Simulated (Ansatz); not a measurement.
**LiPb (Pm-3m), a sublattice moved along a line**

These are results of DFT r2SCAN, scalar-relativistic, plane waves, PAW in Ansatz, not measurements. The runs took a 500 eV cutoff, a Γ-centred 14×14×14 mesh and Gaussian smearing (0.15 eV). Spin–orbit coupling is left out, which can shift energies with elements as heavy as these. No spin polarisation. Energies are free energies at this smearing, counted from the undisturbed cell; pressure is positive in compression.

Reference structure (as given, not relaxed at this level; it stands at 0.6 GPa, and it needn't be the usual structure):

```
CELL_PARAMETERS angstrom
3.52200 0.00000 0.00000
0.00000 3.52200 0.00000
0.00000 0.00000 3.52200
ATOMIC_POSITIONS crystal
Li 0.50000 0.50000 0.50000
Pb 0.00000 0.00000 0.00000
```

Every Pb atom is moved by x along the Cartesian unit vector (1.000, 0.000, 0.000); the cell and all other atoms stay fixed. The cell is metallic on the mesh throughout.

| x (Å) | ΔE (meV/cell) | force along x on the moved atoms (eV/Å) | pressure (GPa) |
| --- | --- | --- | --- |
| -0.5000 | 183.7 | 0.69 | 2.1 |
| -0.2500 | 48.0 | 0.38 | 1.0 |
| 0.0000 | 0.0 | 0.00 | 0.6 |
| 0.0625 | 3.0 | -0.10 | 0.6 |
| 0.1250 | ? | ? | 0.7 |
| 0.1875 | ? | -0.29 | ? |
| 0.3125 | 74.3 | -0.46 | 1.2 |
| 0.3750 | 105.9 | -0.55 | 1.4 |
| 0.4375 | 142.5 | -0.62 | 1.7 |

By symmetry 0.5000 repeats -0.5000, -0.3750 repeats 0.3750, 0.2500 repeats -0.2500, -0.1250 repeats 0.1250 in energy, with the opposite slope along the path.

(1) Give the withheld values.

Answers

(1) ΔE (meV/cell) at x (Å) = 0.1250: 12.1; force along x on the moved atoms (eV/Å) at x (Å) = 0.1250: -0.19; ΔE (meV/cell) at x (Å) = 0.1875: 27.2; pressure (GPa) at x (Å) = 0.1875: 0.8.